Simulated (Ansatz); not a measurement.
La₂S₃O₁₂ in space group R-3c (No. 167; La on 12c, S on 18e, O on 36f, O on 36f), PBE (plane waves, PAW; program Ansatz), all energies at zero smearing, with the estimated change up to a 700 eV cutoff added, with one set of potentials and settings (totals compare only within such a set). Cell of 34 atoms (4 La, 6 S, 24 O): -44045.801 eV.

| element | reference phase | E (eV/atom) |
|---|---|---|
| La | P6_3/mmc, 4 atoms in the cell | -6250.3045 |
| S | Fddd, 32 atoms in the cell | -902.0602 |
| O | C2/m, 4 atoms in the cell, spin-polarised | -565.0042 |

Formation energy per atom, worked out: (-44045.801 − 4×(-6250.3045) − 6×(-902.0602) − 24×(-565.0042))/34 = -2.121 eV/atom (-205 kJ per mol of atoms), at 0 K, without zero-point energy or fitted corrections.

The first step of the workflow began from a Materials Project structure, measured or hypothetical; the Crystallography Open Database copy checked does not list it. Whether it is the stable phase at ambient conditions was not checked. The cell was relaxed with PBE under the symmetry of its start; its stability against distortions is not shown here. The references are the lowest solids computed at this level, not always the standard phases (solids in place of the gases). Spin–orbit coupling is left out wherever it is not named.

Potentials: the earlier of the program's two PAW sets.
